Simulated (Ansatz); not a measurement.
**Profile along the Fe–Co line in FeCo (CsCl type)**

FeCo (CsCl type)

```xyz
2
Lattice="2.8451 0.0000 0.0000 0.0000 2.8451 0.0000 0.0000 0.0000 2.8451" Properties=species:S:1:pos:R:3 pbc="T T T"
Fe     0.0000     0.0000     0.0000
Co     1.4225     1.4225     1.4225
```

Fields along a shortest Fe–Co line of a {110} plane (2.46 Å), from Fe to Co, interpolated on the slice's grid (step about 0.2 Å). Level of theory: PBE (plane waves to 420 eV, PAW, scalar-relativistic; Ansatz, a program for electronic structure). k mesh 16×16×16. Near the nuclei the fields are pseudised (PAW); where an atom keeps semicore shells as valence, they peak there. FeCo was relaxed with its symmetry unable to fall. Relaxed FeCo ends ferromagnetic. The magnetic order is the one the run started from; other orders were not tried.

| distance from Fe (Å) | valence electron density (e/Å³) | spin density, up minus down (e/Å³) | electron localisation function | ELF of the up spins | ELF of the down spins |
|---|---|---|---|---|---|
| 0.00 | 35.66 | 7.48 | x | x | x |
| 0.25 | 23.68 | 4.71 | x | x | x |
| 0.49 | 7.91 | 1.43 | x | x | x |
| 0.74 | 1.61 | 0.31 | 0.30 | 0.31 | 0.28 |
| 0.98 | 0.46 | 0.06 | 0.17 | 0.18 | 0.16 |
| 1.23 | 0.34 | 0.00 | 0.26 | 0.20 | 0.34 |
| 1.48 | 0.49 | 0.00 | 0.20 | 0.17 | 0.23 |
| 1.72 | 1.59 | 0.10 | 0.27 | 0.26 | 0.29 |
| 1.97 | 7.62 | 0.68 | x | x | x |
| 2.21 | 31.86 | 4.13 | x | x | x |
| 2.46 | 57.10 | 8.25 | x | x | x |

x: too close to a nucleus for the ELF to mean much.

Density on the Fe–Co line (2.46 Å) at its midpoint: 0.34 e/Å³. ELF at that point: 0.3.
